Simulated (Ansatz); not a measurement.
**What DFT gives for NaF (Fm-3m)**

Conventional cell: a = 4.630 Å, b = 4.630 Å, c = 4.630 Å, α = 90.00°, β = 90.00°, γ = 90.00°. Na (atom 1) is surrounded by 6 F at 2.32 Å. F (atom 2) has 6 Na at 2.32 Å as nearest neighbours.

Ansatz runs use the cell relaxed by PAW under their functional.

(1) What are its gap and electron mass? (PBEsol, all-electron LAPW in Ansatz 0.2.0, scalar-relativistic; a = 4.630 Å; k mesh 10×10×10, fixed occupations, basis error target 1 meV/atom)

(2) How stiff is it? (PBEsol, all-electron LAPW in Ansatz 0.2.0, scalar-relativistic; a = 4.630 Å; k mesh 10×10×10, strains of ±0.008, fixed occupations, basis error target 1 meV/atom)

(3) How does it vibrate? (PBEsol, all-electron LAPW in Ansatz 0.2.0, scalar-relativistic; a = 4.630 Å; k mesh 8×8×8, fixed occupations, basis error target 0.5 meV/atom; q mesh 2×2×2)

(4) How does it screen a field? (PBEsol, PAW on Ansatz 0.2.0's default frozen-core files (fitted under PBE), scalar-relativistic; a = 4.630 Å; k mesh 8×8×8, fixed occupations, cutoff 420 eV)

(5) How much do local fields and the kernel change ε∞?

Answers

(1) Kohn-Sham band edges (the gap between refined extrema, the direct gap on the fine mesh): gap = 6.18 eV, least direct gap = 6.18 eV, electron conductivity mass = 0.557 mₑ, ε∞ without local fields (PAW) = 1.93.

(2) Elastic moduli (Hill averages, relaxed ions; θ_D from sound speeds over directions): B = 48.4 GPa, G = 31.7 GPa, C11 = 102 GPa, C44 = 27.3 GPa, ν = 0.231, θ_D = 477 K.

(3) Harmonic phonons by finite displacements (no LO-TO term; negative means unstable): highest mode = 301 cm⁻¹, lowest at L = 173 cm⁻¹, lowest at X = 141 cm⁻¹, highest at Γ = 240 cm⁻¹.

(4) Dielectric response and Born charges by linear response (direction means): ε∞ = 1.89, largest |Z*| = 1.01 e, ε₀ = 5.3.

(5) From 1.93 (independent particles) to 1.89 (linear response), -2 %. The two sums use different k meshes, so a part of a few per cent can be the mesh's.

Caveats: semilocal gaps are low, and light masses and ε∞ follow the gap (band edges); frozen-core PAW files fitted under PBE, their cores solved anew for the functional of the run (field response); zone-boundary modes aren't tested (field response); semilocal gaps are low, so ε∞ comes out large.
